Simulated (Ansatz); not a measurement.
Consider a crystal of TiSbSe₃ in space group P6/mmm (No. 191), with Ti on 1a; Sb on 1b; Se on 3g.

Method: DFT PBE, scalar-relativistic, plane waves, PAW in Ansatz. Cutoff 420 eV, Γ-centred mesh, Gaussian smearing, collinear spin.

The zero of energy is the elements' standard structures at the same level; no fitted shifts are applied.

Problem. Give the relaxed lattice parameters and positions.

Solution.

Space group P6/mmm (No. 191). a = 5.940 Å, b = 5.940 Å, c = 5.337 Å, α = 90.00°, β = 90.00°, γ = 120.00°
```tsv
atom	site	symmetry	x	y	z
Ti	1a	6/mmm	0.0000	0.0000	0.0000
Sb	1b	6/mmm	0.0000	0.0000	0.5000
Se	3g	mmm	0.5000	0.0000	0.5000
```

Ti has 2 Sb at 2.67 Å; Sb is surrounded by 2 Ti at 2.67 Å and 6 Se at 2.97 Å; around Se lie 4 Se at 2.97 Å and 2 Sb at 2.97 Å. Another local minimum with the same sites may exist.

Problem. And its energy and gap?

Solution. The energy over the elements is +0.69 eV/atom, the gap on the 6×6×8 mesh of the 5-atom cell is 0 eV (a metal) and the net moment per atom is 0.40 μB. The moment by site is Ti 1.5 μB. It can't be a ground state, since the elements alone are lower.

The last run used collinear spin and Gaussian smearing of 0.10 eV. Spin–orbit coupling, which can matter for Sb, is left out. The reference form of Se is held partly by dispersion forces, which this level lacks. Another magnetic order may lie lower. Symmetry constrained the relaxation, so the result can be a saddle point. Another cell of TiSbSe3 relaxed alike, in Pm-3m, lies 0.91 eV/atom lower, so this cell isn't the stable form at this level. Site moments count only spheres around the atoms; the net moment includes the space between them.
